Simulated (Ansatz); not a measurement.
Al$_{2}$O$_{3}$ (corundum, R-3c), DFT-LDA in the program Ansatz with PAW potentials. The conduction-band minimum lies at Γ, with 1 equivalent valley. Second derivatives d²E/dk² of the lowest band at one valley (eV·Å²), along Cartesian directions:

| direction | d²E/dk² |
|---|---|
| [100] | 19.48 |
| [010] | 19.48 |
| [001] | 17.87 |
| [110] | 19.48 |
| [101] | 18.68 |
| [011] | 18.68 |

Problem. Find the principal effective masses, the density-of-states mass and the conductivity mass.

Solution. Off-diagonal terms follow from H_xy = H[110] − (H_xx + H_yy)/2, and m*/mₑ = 7.620 eV·Å² over each eigenvalue: 0.39, 0.39, 0.43. One valley's DOS mass (m₁m₂m₃)^(1/3) = 0.40, conductivity mass 3/(Σ 1/mᵢ) = 0.40 mₑ.

Problem. What effective density of states Nc follows at 300 K for parabolic valleys?

Solution. Nc = 2.509e19 × 1 × (0.40)^(3/2) ≈ 6.3e18 cm⁻³.

Problem. With the computed static dielectric constant 10.0 (mean of the diagonal), estimate a hydrogenic donor's binding energy and radius.

Solution. E = 13.606 eV × 0.40/10.0² ≈ 54 meV; a = 0.529 Å × ε/m* ≈ 13 Å. Semilocal masses tend to be too small where the gap is.

Symmetry was held in the LDA relaxation; phonons on a q-mesh show no instability.

Potentials: the later of the program's two PAW sets.
